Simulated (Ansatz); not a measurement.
Ansatz (a first-principles code) input:

Ansatz 0.2 input:
```yaml
crystal:
  lattice:
    - [3.8932453435, 0.0, 0.0]
    - [-1.9466226718, 3.3716493706, 0.0]
    - [0.0, 0.0, 6.8549271663]
  atoms:
    - { symbol: Ca, position: [0.6666666667, 0.3333333333, 0.1850238251] }
    - { symbol: Ca, position: [0.3333333333, 0.6666666667, 0.8149761749] }
    - { symbol: H, position: [0.6666666667, 0.3333333333, 0.8511712485] }
    - { symbol: H, position: [0.3333333333, 0.6666666667, 0.1488287515] }
    - { symbol: H, position: [0.0, 0.0, 0.0] }
    - { symbol: Br, position: [0.0, 0.0, 0.5] }
kpoints:
  mp_grid: { grid: [8, 8, 4] }
hamiltonian:
  xc: r2scan
  pseudopotentials: { kind: paw }
scf:
  occupations: { method: fixed }
checkpoint: { read: static.run }
output: { bader: true, populations: true }
```

Output (shortened):

```
Pseudopotential: Ca, paw, valence charge 10
Pseudopotential: H, paw, valence charge 1
Pseudopotential: Br, paw, valence charge 7
Functional definition: r2SCAN
Crystal: 6 atoms, lattice volume = 89.982 Å³
Basis set: ecut = 500 eV, 2275 PW (Γ), exchange–correlation on 120×120×200 points (64 copies of the dense FFT grid, shifted against one another)
Bands: 21, of which v1, the nominal top of the filled ones, is band 15 counted from 1 (14 counted from 0)
Symmetry: 12 space group operations
Space group: P-3m1 (ITA 164), of the structure as read, at distance tolerance 4.5e-5 Å
k-points: 35 of 256
Stability of the state it starts from, as read at its close in the unpolarized treatment …
iter 1 solved again at ethr=3.55e-7 eV; its pass at ethr=3.10e-3 eV (dr2=1.06e-4 eV) is discarded
SCF iter   1: F=—  HF=-6490.577644 eV  |F-HF|=—  |Δ(HF+E_count)|=         —  Δρ=2.31e-6  dr2=3.34e-9  dr2_τ=1.44e-9  ethr=3.55e-7  ⟨swp⟩=3.4  Hψ=5097  notcnv=0  defer=139
preconditioner: auto → Resta (q_TF=auto, 2.272 Å⁻¹)
SCF iter   2: F=—  HF=-6490.577645 eV  |F-HF|=—  |Δ(HF+E_count)|=   8.99e-7  Δρ=1.43e-6  dr2=1.46e-9  dr2_τ=1.62e-9  ethr=1.11e-11  ⟨swp⟩=12.6  Hψ=5032  notcnv=0
SCF iter   3: F=-6490.577645 eV  HF=-6490.577645 eV  |F-HF|=3.06e-10  |Δ(HF+E_count)|=  2.32e-10  Δρ=9.18e-7  dr2=5.79e-10  dr2_τ=2.37e-10  ethr=4.87e-12  ⟨swp⟩=1.0  Hψ=1749  notcnv=0
SCF 1 converged in 3 iterations: F = -6490.577645 eV  dr2 = 5.79e-10
SCF converged after 3 iterations
Free energy (F): -6490.577645 eV
Harris-Foulkes:  -6490.577645 eV  (|F-HF|=3.06e-10)
Internal energy: -6490.577645 eV  (E = F + TS)
E sigma→0 (E₀):  -6490.577645 eV
Fermi energy:    7.163698 eV
--- Per-component energies (eV) ---
  E_band       = -320.751919
  E_kinetic    = 733.630744
  E_local      = -1684.649432  (includes V_loc(G=0)·N_el)
  E_nonlocal   = 200.127626
  E_hartree    = 539.115514
  E_xc         = -554.461977
  E_vxc        = -543.537195  (∫ρ·V_xc dr)
  E_paw        = -3999.113387  (= ΣΔE_a)
  E_vpaw       = -134.952965  (= ΣTr[D̂ρ^β])
  E_aug_tail   = -0.001406  (compensation charges beyond the density's cutoff)
  E_vtau       = 30.399552  (kinetic-family band-sum trace: ∫τ·v_τ [+ j·A + Jᵃ·Aᵃ] dr)
  E_ewald      = -1724.625803
  E_core_change = -0.599524  (= ΣΔE_core)
  E_smearing   =  0.000000  (= −TS)
  E_closure    =  0.000000  (closes the sum)
  Σ components = -6490.577645   (vs F -6490.577645, Δ=0.00e0)
  [band-id]    e_kinetic+e_local+e_nonlocal+2·e_hartree+e_vxc+e_vpaw+e_augmentation_tail+e_vtau = -320.752048   (vs E_band -320.751919, Δ=-1.29e-4)
--- Band table (eV; the first three rows and the last of 35) ---
  k-point 0: bands = ["-35.7209", "-35.6777", "-16.0669", "-15.8041", "-15.7831", "-15.7831", "-15.7263", "-15.7263", "-10.2340", "0.5689", "0.9270", "3.2134", "3.2134", "4.0227", "6.9833", "9.9337", "9.9337", "10.0079", "10.0079", "10.0472", "11.2114"]
  k-point 1: bands = ["-35.7207", "-35.6779", "-16.0531", "-15.8196", "-15.7831", "-15.7831", "-15.7263", "-15.7263", "-10.2277", "0.0281", "1.7635", "3.2090", "3.2090", "3.6941", "7.0675", "9.8033", "9.8033", "9.9536", "10.2250", "10.2250", "10.8890"]
  k-point 2: bands = ["-35.7204", "-35.6781", "-16.0373", "-15.8373", "-15.7830", "-15.7830", "-15.7263", "-15.7263", "-10.2213", "-0.2181", "2.7201", "2.9509", "3.2046", "3.2046", "7.1637", "9.7086", "9.7164", "9.7164", "10.4937", "10.4937", "10.9082"]
  k-point 34: bands = ["-35.6895", "-35.6838", "-15.9910", "-15.9810", "-15.8933", "-15.8010", "-15.7817", "-15.7775", "-9.8833", "1.2574", "1.7804", "1.8409", "3.1679", "3.3326", "3.8203", "10.0823", "10.1290", "10.2288", "11.5245", "11.5311", "11.8672"]
--- Löwdin populations: 6 sites ---
  site symbol       q [e]
     0     Ca      8.3971
     1     Ca      8.3971
     2      H      1.6872
     3      H      1.6872
     4      H      1.6904
     5     Br      7.6564
  spilling = 0.016159 (of n_electrons = 30.000000)
--- Bader charges: 6 sites ---
  site symbol  charge [e]  shift [e]
     0     Ca      1.4981     0.0001
     1     Ca      1.4981     0.0001
     2      H     -0.7327     0.0001
     3      H     -0.7327     0.0001
     4      H     -0.7092     0.0000
     5     Br     -0.8216     0.0000
  shift: an alarm, by how much a part of what the PAW files miss would move the charge. Where it is large, compare
  with a run on PAW files of another source; a small one proves nothing
  estimated error of the sums over rays = 2.7e-4 e
```

Cost: about 40 core-seconds (a rough figure) on shared cores.

The first step of the workflow began from a Materials Project structure, measured or hypothetical; the Crystallography Open Database copy checked does not list it. Its standing as an ambient phase is unchecked. The r²SCAN relaxation kept the symmetry of its start; its stability against distortions is not shown here. Spin–orbit coupling is left out wherever it is not named.

Potentials: the later of the program's two PAW sets.

Ansatz is a plane-wave DFT program.
